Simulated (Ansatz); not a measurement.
**Question.** Name crystals whose computed values (DFT-PBEsol in the program Ansatz with PAW potentials) fall in these windows: Θ_D (K) 140 to 180; B₀ by P(V) fit (GPa) 37 to 49.

**Answer.** 

```json
[
 {"crystal": "SrPb3, Cu3Au type", "Θ_D (K)": "161", "B₀ by P(V) fit (GPa)": "40.7"},
 {"crystal": "Cd2TeSe, P-4m2 (Cd on 2g, Te on 1d, Se on 1b)", "Θ_D (K)": "169", "B₀ by P(V) fit (GPa)": "46.1"},
 {"crystal": "Cd2TeSe, P3m1 (Cd on 1c, Cd on 1a, Te on 1a, Se on 1c)", "Θ_D (K)": "166", "B₀ by P(V) fit (GPa)": "45.4"},
 {"crystal": "Cd2TeSe, R3m (Cd on 3a, Cd on 3a, Te on 3a, Se on 3a)", "Θ_D (K)": "169", "B₀ by P(V) fit (GPa)": "45.6"},
 {"crystal": "Mg2Sn, P6_3/mmc (Mg on 2a, Mg on 2d, Sn on 2c)", "Θ_D (K)": "177", "B₀ by P(V) fit (GPa)": "46.2"}
]
```
Others may fit too.

Standing as an ambient phase not checked: SrPb3, Cu3Au type; Cd2TeSe, P-4m2 (Cd on 2g, Te on 1d, Se on 1b); Cd2TeSe, P3m1 (Cd on 1c, Cd on 1a, Te on 1a, Se on 1c); Cd2TeSe, R3m (Cd on 3a, Cd on 3a, Te on 3a, Se on 3a); Mg2Sn, P6_3/mmc (Mg on 2a, Mg on 2d, Sn on 2c). All cells were relaxed under the symmetry of their starts (and spin orders); stability against distortions was not tested throughout. Scalar-relativistic: spin–orbit coupling is off unless named, which matters more the heavier the elements.

Potentials: the later of the program's two PAW sets.
